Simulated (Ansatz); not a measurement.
Phonon spectrum of Ca2ZrN2

All numbers below come from DFT PBE, scalar-relativistic, plane waves, PAW in Ansatz. Cutoff 420 eV, 12×12×4 k-points (Γ-centred), Gaussian smearing of 0.10 eV. No spin polarisation. Phonons by linear response, acoustic sum rule imposed.

Equilibrium structure at this level:
```yaml
crystal:
  lattice:
    - [3.36450, 0.00000, 0.00000]
    - [-1.68225, 2.91374, 0.00000]
    - [0.00000, 0.00000, 8.89581]
  atoms:
    - { symbol: Ca, position: [0.33333, 0.66667, 0.30329] }
    - { symbol: Ca, position: [0.66667, 0.33333, 0.69671] }
    - { symbol: Zr, position: [0.00000, 0.00000, 0.00000] }
    - { symbol: N, position: [0.66667, 0.33333, 0.14058] }
    - { symbol: N, position: [0.33333, 0.66667, 0.85942] }
```

The structure comes from a proposed guess, relaxed at this level; another structure or a mixture of phases may lie lower. In a metal, frequencies and elastic constants depend on the k mesh and the smearing, soft modes and shear constants most. Some empty bands missed the eigensolver's threshold. The q mesh is coarse, so values between its points are rough.

Force constants from linear response on a 3×3×1 q mesh.

Question: Is the structure dynamically stable on this mesh?

Answer: Yes, on this mesh: no mode is imaginary.

Question: Give the frequencies (cm⁻¹; i marks imaginary ones) at the irreducible q points, in fractions of the reciprocal vectors.

Answer:
| q | star | frequencies |
| --- | --- | --- |
| 0.000 0.000 0.000 | 1 | 0 0 0 131 131 150 150 223 289 346 346 397 405 405 492 |
| 0.000 0.333 0.000 | 6 | 122 129 157 173 180 225 238 246 276 361 366 408 424 458 478 |
| 0.333 0.333 0.000 | 2 | 158 179 179 229 229 234 254 255 255 387 405 405 440 440 487 |
